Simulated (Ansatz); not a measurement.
InP:
Space group F-43m (No. 216); a = b = c = 5.878 Å, α = β = γ = 90.00°

| atom | site | symmetry | x | y | z |
|---|---|---|---|---|---|
| P | 4c | -43m | 0.2500 | 0.2500 | 0.2500 |
| In | 4a | -43m | 0.0000 | 0.0000 | 0.0000 |
(The calculation used a cell of 2 atoms; values per cell refer to that cell.)

Relaxed with PBEsol. Independent-particle spectrum: no excitons, no local fields, no scissors shift; 0.1 eV broadening; ε₁ of the summed bands alone.

Tabulate the dielectric function from DFT-PBEsol in the program Ansatz with PAW potentials.



```
E (eV)  ε₁ xx  ε₂ xx
------  -----  -----
0.0     12.04   0.00
0.3     12.25   0.00
0.6     13.19   0.58
0.9     13.02   1.57
1.2     13.09   1.93
1.5     13.69   2.35
1.8     14.75   3.03
2.1     17.02   4.75
2.4     16.05  12.87
2.7     10.25  11.42
3.0      9.34   9.72
3.3     10.05   8.78
3.6     12.89   8.74
3.9     18.20  18.57
4.2      2.21  33.27
4.5     -5.70  15.58
4.8     -5.30  12.07
5.1     -3.42   9.10
5.4     -0.62  10.44
5.7     -5.77   9.97
6.0     -5.78   7.41
6.3     -5.34   5.69
6.6     -4.77   4.54
6.9     -4.19   3.75
7.2     -3.68   3.20
7.5     -3.33   2.90
7.8     -3.01   2.34
8.1     -2.57   2.49
8.4     -2.69   2.02
8.7     -2.47   1.65
9.0     -2.00   1.34
9.3     -1.76   1.37
9.6     -1.68   1.25
9.9     -1.64   1.13
10.2    -1.50   0.92
10.5    -1.34   0.75
10.8    -1.13   0.61
11.1    -0.92   0.61
11.4    -0.87   0.55
11.7    -0.72   0.48
12.0    -0.59   0.47
```

From ε at 0.8 eV (xx: 13.07 + 1.31i), find n, k, the normal reflectivity and the absorption coefficient.

n = 3.62, k = 0.181, R = 32 %, α = 2kE/ħc = 15000 cm⁻¹.

With all bands, ε∞ without local fields is 12.2. DFPT, with local fields, gives 11.6.

The PBEsol relaxation kept the symmetry of its start. Spin–orbit coupling is left out wherever it is not named.

Potentials: the later of the program's two PAW sets.
